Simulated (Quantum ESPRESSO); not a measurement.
# InPd2Sc4Hf: one composition in several site orders

A calculation, not a measurement. The program is pw.x of Quantum ESPRESSO 7.5 (plane-wave density functional theory). The cell is made up: eight metal atoms on a face-centred cubic lattice, with elements, volume, strain and displacements drawn at random and not relaxed, so it may be unstable or far from any real phase. PseudoDojo standard norm-conserving files set the functional (PBE unless stated); there is no spin polarisation or spin-orbit coupling, the Fermi-Dirac width of 0.25 eV means electrons at about 2900 K, and the masses in the input are unused placeholders. Heavy elements are run without spin-orbit coupling, which real alloys of them have. A spin test at this wide smearing found no moment, but such smearing suppresses magnetism that the real alloy may have.

The runs put one composition on the sites in different orders. Cell, positions, cutoff, mesh and smearing stay as in the input of run 1; sites are counted in its order. Stress in the tables is positive in tension.

Input of run 1:

```
&control calculation='scf', pseudo_dir='./dojo.nc.sr.pbe.v0_5.standard.upf', outdir='./o', disk_io='minimal', tprnfor=.true., tstress=.true. /
&system ibrav=0, nat=8, ntyp=4, nbnd=70, ecutwfc=82.02448710, nosym=.true., tot_charge=0,
 occupations='smearing', smearing='fd', degauss=0.0183746611
/
&electrons conv_thr=1.470e-08, electron_maxstep=70, mixing_beta=0.5 /
ATOMIC_SPECIES
Hf 1.0 Hf.upf
In 1.0 In.upf
Pd 1.0 Pd.upf
Sc 1.0 Sc.upf
CELL_PARAMETERS angstrom
2.1276 4.4047 2.2065
2.2569 -4.4456 2.1589
2.2603 -0.068 -6.6161
ATOMIC_POSITIONS angstrom
In -0.1083 0.0733 -0.0062
Pd 2.1762 -2.2555 0.0601
Sc 2.1544 -0.0597 -2.2397
Sc 4.4899 -2.3123 -2.2437
Hf 2.2008 -0.0073 2.1735
Sc 2.1733 2.1694 0.0218
Sc 4.5204 -0.1254 -0.1027
Pd 4.4755 2.067 -2.1106
K_POINTS automatic
5 5 4 1 1 1
```

| run | elements on sites 1 to 8 | free energy less that of run 1 (eV) | -TS (eV) | pressure (GPa) | stress xx (GPa) | stress yy (GPa) | stress zz (GPa) | stress yz (GPa) | stress xz (GPa) | stress xy (GPa) | iterations |
| --- | --- | --- | --- | --- | --- | --- | --- | --- | --- | --- | --- |
| 1 | In Pd Sc Sc Hf Sc Sc Pd | 0.000 | -1.971 | -2.62 | 3.59 | 2.06 | 2.21 | 0.75 | 0.36 | -1.14 | 20 |
| 2 | Sc In Sc Hf Pd Sc Sc Pd | 0.262 | -1.964 | -2.51 | 3.62 | 1.70 | 2.20 | -0.34 | 0.40 | -2.71 | 20 |
| 3 | Hf In Sc Pd Pd Sc Sc Sc | 0.078 | -1.786 | -2.42 | 2.45 | 2.05 | 2.75 | 1.36 | 0.30 | -0.26 | 18 |
| 4 | Sc Hf Pd Pd Sc Sc Sc In | 0.254 | -1.876 | -2.11 | 1.96 | 2.95 | 1.43 | 2.03 | -0.92 | -0.31 | 20 |
| 5 | Hf Sc Sc Pd Sc In Pd Sc | -0.115 | -1.782 | -2.36 | 2.42 | 1.73 | 2.92 | -0.39 | -0.20 | -1.40 | 20 |
| 6 | Sc Sc Sc In Sc Pd Hf Pd | -0.326 | -1.950 | -3.08 | 2.89 | 3.97 | 2.38 | 0.42 | -0.72 | -1.36 | 20 |

Forces Fx Fy Fz (eV/Å):

```
site              run 1             run 2             run 3             run 4              run 5              run 6
   1   0.69 -0.23 -0.11   0.15 -0.51 0.24   0.42 -0.88 0.08   0.77 -0.73 0.21    0.03 -0.96 1.31    0.61 -0.32 0.20
   2    0.22 0.11 -0.26  -0.26 0.30 -0.14   0.07 0.27 -0.51   0.79 0.24 -1.17    0.96 0.42 -1.27   -0.11 0.29 -0.23
   3     0.17 0.02 0.60   1.14 0.03 -0.35   0.85 0.35 -0.10   -0.26 0.00 0.36     0.05 0.28 0.06    0.47 -0.10 0.30
   4    -0.17 0.15 0.06   0.08 0.13 -0.18   -0.02 0.00 0.05   0.15 0.05 -0.04    0.19 0.05 -0.19    0.08 0.13 -0.07
   5  -0.18 -0.26 -0.16   -0.05 0.01 0.00   -0.03 0.00 0.08  -0.99 -0.12 0.83  -0.13 -0.12 -0.21  -0.13 -0.17 -0.27
   6   0.11 -0.09 -0.16   0.05 -0.27 0.02  -0.93 -0.22 0.94   0.33 0.08 -0.43   -0.21 0.05 -0.08    0.01 0.01 -0.07
   7    -0.52 0.13 0.08   -0.79 0.17 0.37  -0.65 -0.11 0.37  -0.29 -0.06 0.52    0.00 -0.03 0.06    -0.66 0.07 0.33
   8   -0.33 0.16 -0.03   -0.33 0.14 0.04   0.28 0.59 -0.91  -0.50 0.55 -0.28    -0.88 0.31 0.32   -0.28 0.08 -0.18
```

The sites are displaced and not relaxed, so the energy differences mix bonding between neighbours with strain and are not ordering energies. A rerun of one cell of this series at a higher cutoff and on a denser mesh moved values by no more than 0.002 eV in energy, 0.02 GPa in stress and 0.003 eV/Å in force, and a second program with other atomic files agreed on that cell to 2 % rms in force and 0.5 GPa in pressure.